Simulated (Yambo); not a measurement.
Convergence of the G0W0 gap of PbF$_{2}$

G0W0@PBE for PbF$_{2}$ (fluorite, space group Fm-3m, No. 225) in Yambo. Reference settings: 4×4×4 Γ-centred k mesh, bands 5 to 231 and a 15 Ry block in the screening, 231 bands in G with the Bruneval-Gonze terminator, plasmon pole fitted at 27.2 eV. The PBE gap W → X on this mesh is 4.44 eV; G0W0 gaps are taken between the same points.

```json
[
 {"change from the reference": "reference settings", "G0W0 gap W → X (eV)": "6.35", "shift of the valence edge (eV)": "-1.27", "rough Yambo cost": "1"},
 {"change from the reference": "123 bands in W, 123 bands in G", "G0W0 gap W → X (eV)": "6.38", "shift of the valence edge (eV)": "-1.22", "rough Yambo cost": "within a factor of two"},
 {"change from the reference": "123 bands in G", "G0W0 gap W → X (eV)": "6.37", "shift of the valence edge (eV)": "-1.30", "rough Yambo cost": "–"},
 {"change from the reference": "9 Ry block", "G0W0 gap W → X (eV)": "6.26", "shift of the valence edge (eV)": "-1.20", "rough Yambo cost": "within a factor of two"},
 {"change from the reference": "no terminator", "G0W0 gap W → X (eV)": "6.26", "shift of the valence edge (eV)": "-1.13", "rough Yambo cost": "–"}
]
```

The reference isn't shown to be the converged limit. Costs are rough (shared machines), scaled to the same edge states, and given only for runs that recompute the screening.

Spin-orbit coupling is left out; with 6p states at a band edge it can lower the gap by many tenths of an eV, most of a small gap.

Geometry relaxed with PBEsol; primitive cell a = b = c = 4.1672 Å, α = β = γ = 60.00°.

A shift is the quasiparticle energy of the state minus its PBE energy.

The potentials are those of PseudoDojo's stringent table.
